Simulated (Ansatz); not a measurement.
# Relaxing a structure of Li

The start is a randomly generated symmetric cell of Li (space group No. 12). Cell shape, volume and atoms are optimised at zero target pressure with PBE (plane waves to 420 eV, PAW, scalar-relativistic; Ansatz, a program for electronic structure). The first steps use a coarse 9×9×7 k-mesh.

Starting cell:
```
CELL_PARAMETERS angstrom
      2.98949    -2.29989     0.00000
      2.98949     2.29989     0.00000
     -1.72945     0.00000     4.94760
ATOMIC_POSITIONS crystal
  Li 0.00000 0.50000 0.00000
  Li 0.50000 0.00000 0.00000
  Li 0.00000 0.00000 0.00000
```

Question: What symmetry does the relaxed structure have?

Answer: The space group goes from C2/m (No. 12) to Pm-3m (No. 221), with 3 atoms in the primitive cell.

Question: How much energy is released per atom?

Answer: About 1.6 eV/atom.

Question: How do the shortest distances between atoms change?

Answer: The closest pairs of elements (up to four, under 3.6 Å), start → end: Li–Li 1.89 → 2.92 Å.

Question: Is the relaxed structure metallic? Give its gap.

Answer: Zero (metallic).

Question: What does it relax into? Give the structure.

Answer: 
Space group Pm-3m (No. 221); a = 4.126 Å, b = 4.126 Å, c = 4.126 Å, α = 90.00°, β = 90.00°, γ = 90.00°

| atom | site | symmetry | x | y | z |
|---|---|---|---|---|---|
| Li | 3c | 4/mm.m | 0.0000 | 0.5000 | 0.5000 |

Final values are on a 11×11×11 k-mesh of the relaxed cell. The start holds a very short contact (Li–Li 1.89 Å). No spin polarisation in the result.

The run could not lose the symmetry of its start, so the end can be a saddle point.

All atoms sit on sites fixed by symmetry, so only the cell could relax.

The relaxed structure here is a generated cell of Li: the first start was made by a random draw of sites in a space group, and the end was not matched to a known phase here, so it may be hypothetical. Known forms of Li include space group No. 229.
